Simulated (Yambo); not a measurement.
KBr (rock salt, space group Fm-3m, No. 225), G0W0@PBEsol in Yambo with this input:

```
rim_cut
gw0
dyson
el_el_corr
HF_and_locXC
ppa
em1d
RandQpts= 1000000
RandGvec= 1 Ry
EXXRLvcs= 74 Ry
VXCRLvcs= 296 Ry
Chimod= "HARTREE"
% BndsRnXp
 1 | 196 |
%
NGsBlkXp= 7 Ry
% LongDrXp
 1.0 | 1.0 | 1.0 |
%
PPAPntXp= 27.2114 eV
% GbndRnge
 1 | 196 |
%
GTermKind= "BG"
DysSolver= "n"
ExtendOut
```

On a 4×4×4 mesh, with wavefunctions cut at 74 Ry, the gap (Γ → Γ) is 6.771 eV and the valence edge shifts by -1.865 eV.

Question: What happens with this change: no terminator?

Answer: The gap falls by 0.053 eV, to 6.718 eV; the shift of the valence edge becomes -1.752 eV. Neither run is shown to be the converged limit.

Spin-orbit coupling is included.

Geometry relaxed with PBEsol; primitive cell a = b = c = 4.631 Å, α = β = γ = 60.00°.

A shift is the quasiparticle energy of the state minus its PBEsol energy.
